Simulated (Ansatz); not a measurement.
SiRu (CsCl type, Pm-3m) under volume change, r²SCAN in the plane-wave PAW code Ansatz, scaled uniformly.

```csv
V (Å³/atom),E − E(relaxed) (meV/atom),P (GPa)
11.258,105.4,33.10
11.629,44.2,20.22
12.001,10.4,9.24
12.372,0.0,0.00
12.743,9.2,-7.73
13.114,34.8,-14.21
13.485,74.3,-19.69
```

Question: What does a third-order Birch–Murnaghan fit give for V₀, B₀ and B′?

Answer: V₀ = 12.37 Å³/atom, B₀ = 281 GPa, B′ = 4.7.

The workflow started from a Materials Project entry (that database holds measured and hypothetical structures alike); the Crystallography Open Database copy checked does not list it. Its standing as an ambient phase is unchecked. The cell was relaxed with r²SCAN under the symmetry of its start; its stability against distortions is not shown here. No spin polarisation was allowed.

Potentials: the earlier of the program's two PAW sets.
